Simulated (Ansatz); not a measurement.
The start is a generated cell, CeO2 built in the AFLOW prototype AB2_tI6_139_a_e (C11_b, as in Si2Mo). Cell shape, volume and atoms are optimised at zero target pressure with r2SCAN (plane waves to 500 eV, PAW, scalar-relativistic; Ansatz, a program for electronic structure). The first steps use a coarse 10×10×10 k-mesh.

The start:
```yaml
crystal:
  lattice:
    - [-1.70057, 1.70057, 4.16223]
    - [1.70057, -1.70057, 4.16223]
    - [1.70057, 1.70057, -4.16223]
  atoms:
    - { symbol: Ce, position: [0.00000, 0.00000, 0.00000] }
    - { symbol: O, position: [0.33530, 0.33530, 0.00000] }
    - { symbol: O, position: [0.66470, 0.66470, 0.00000] }
```
Spin-polarised start, with parallel moments on Ce.

Task: What pressure does the first self-consistent step give?

Result: -30 GPa (negative: the cell is under tension).

Task: Which atoms feel the largest initial force, and how large is it?

Result: About 2.4 eV/Å, on O2, O3 (atoms numbered as listed).

Task: How does the volume change?

Result: -23.7 %, from 16.05 to 12.24 Å³/atom.

Task: How do the shortest distances between atoms change?

Result: The closest pairs of elements (up to four, under 3.6 Å), start → end: O–O 2.74 → 2.21 Å; Ce–O 2.77 → 2.23 Å; Ce–Ce 3.40 → 3.32 Å.

Task: What band gap does the relaxed structure have at this level?

Result: No gap on the sampled points, where the bands overlap only slightly; such a result is sensitive to mesh and level.

Task: What magnetic moments remain?

Result: Zero (the starting moments vanished).

The space group stays I4/mmm (No. 139) (the run could not lower it), with 3 atoms in the primitive cell. Final values are on a 20×20×20 k-mesh of the relaxed cell. No spin polarisation in the result: the starting moments vanished. The d or f electrons are treated with no Hubbard U. The 4f state was not searched, so a lower electronic state may exist.

The run could not lose the symmetry of its start, so the end can be a saddle point.

The relaxed structure here is a generated cell of CeO2: the first start was made by placing the elements on the sites of a structure type, and the end was not matched to a known phase here, so it may be hypothetical. Known forms of CeO2 include space group No. 225.
